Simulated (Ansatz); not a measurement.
**Mo (bcc): a workflow**

**The experiment.** The Crystallography Open Database holds a cell as deposited of cubic Mo (space group Im-3m), temperature not stated (2007, doi:10.1021/cm0624116): a = 3.147 Å, 15.58 Å³/atom.

The computed numbers are results of r²SCAN, scalar-relativistic (no spin polarisation) in the plane-wave PAW code Ansatz at 500 eV, Γ-centred 18×18×18 mesh, 0.05 eV Gaussian smearing. The datasets are Ansatz's generated set soft_2.

The start, 0 % over the database's volume:

```cif
data_structure
_symmetry_space_group_name_H-M 'P 1'
_symmetry_Int_Tables_number 1
_cell_length_a 2.7280
_cell_length_b 2.7280
_cell_length_c 2.7280
_cell_angle_alpha 109.471
_cell_angle_beta 109.471
_cell_angle_gamma 109.471
_cell_volume 15.63
loop_
_atom_site_label
_atom_site_type_symbol
_atom_site_fract_x
_atom_site_fract_y
_atom_site_fract_z
_atom_site_occupancy
Mo1 Mo 0.00000 0.00000 0.00000 1
```

The runs in order:

```tsv
run	level	k-mesh	kind	V (Å³/atom)	P (GPa)	E − E(final) (meV/atom)	gap on the mesh (eV)
1	PBE, 420 eV	8×8×8	fixed cell	15.63	3.4	–	metal
2	PBE, 420 eV	8×8×8	fixed cell	15.98	-2.5	–	metal
3	PBE, 420 eV	8×8×8	fixed cell	15.83	0.0	–	metal
4	r²SCAN	18×18×18	fixed cell	15.83	-3.2	2.0	metal
5	r²SCAN	18×18×18	fixed cell	15.49	2.6	1.2	metal
6	r²SCAN	18×18×18	fixed cell	15.63	0.0	0.0	metal
```

The final structure (symmetry read at 0.01 Å). The structure is cubic, space group Im-3m (No. 229). The conventional cell has a = 3.150 Å, b = 3.150 Å, c = 3.150 Å, α = 90.00°, β = 90.00°, γ = 90.00°. Mo (site symmetry m-3m) has 8 Mo at 2.73 Å as nearest neighbours. (Neighbours are counted to 15 % beyond the shortest distance.)

- At the final geometry the gap, band path included, is zero (metallic).

**Comparison.** The computed cell (3.150 Å, 15.63 Å³/atom) differs from the database's by +0.3 % in volume, about +0.1 % in length. Agreement this close is partly luck: the calculation is for a static lattice, the crystal has zero-point motion and thermal expansion.
